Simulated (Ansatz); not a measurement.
Starting cell, CsSnI₃ (cubic perovskite):

```xyz
5
Lattice="6.2712 0.0000 0.0000 0.0000 6.2712 0.0000 0.0000 0.0000 6.2712" Properties=species:S:1:pos:R:3 pbc="T T T"
Cs     0.0000     0.0000     0.0000
Sn     3.1356     3.1356     3.1356
I      0.0000     3.1356     3.1356
I      3.1356     3.1356     0.0000
I      3.1356     0.0000     3.1356
```

In each cell atom 2 (Sn, nearest neighbour I at 3.136 Å; its periodic images, 6.3 Å or more away, move with it) moves by s·(0.577, 0.577, 0.577) (along Cartesian [111]), the rest being held.

Level of theory: PBE (plane waves to 420 eV, PAW, scalar-relativistic; Ansatz, a program for electronic structure). k mesh 5×5×5 (Γ-centred), Fermi-Dirac smearing 0.05 eV. The energy includes the smearing's −TS. Stress and pressure are positive under compression. F∥ is the force on the atom along that direction. CsSnI3 was relaxed with its symmetry unable to fall. Spin-orbit coupling is left out, though I is heavy. The PAW data are Ansatz's earlier set. This is a high-temperature form of CsSnI3. ΔE is measured from the undisplaced structure.

| s (Å) | P (GPa) | F∥ (eV/Å) | ΔE (meV/cell) |
|---|---|---|---|
| -0.630 | 1.55 | (withheld) | 321 |
| -0.504 | (withheld) | 0.980 | (withheld) |
| -0.378 | 0.58 | 0.538 | 70 |
| -0.252 | 0.26 | 0.236 | 22 |
| -0.126 | 0.07 | 0.073 | 4 |
| 0.000 | 0.00 | 0.000 | 0 |
| 0.126 | 0.07 | -0.073 | 4 |
| 0.252 | 0.26 | -0.236 | 22 |
| 0.378 | 0.58 | -0.538 | 70 |
| 0.504 | (withheld) | -0.980 | (withheld) |
| 0.630 | 1.55 | (withheld) | 321 |

Q: Fill in the missing entries.

A: 
- -0.630, F∥ (eV/Å): 1.528
- -0.504, P (GPa): 1.01
- -0.504, ΔE (meV/cell): 164
- 0.504, P (GPa): 1.01
- 0.504, ΔE (meV/cell): 164
- 0.630, F∥ (eV/Å): -1.528

(For displaced atoms, the force is minus the slope of the energy, and its curvature is a force constant, which sets phonon frequencies.)
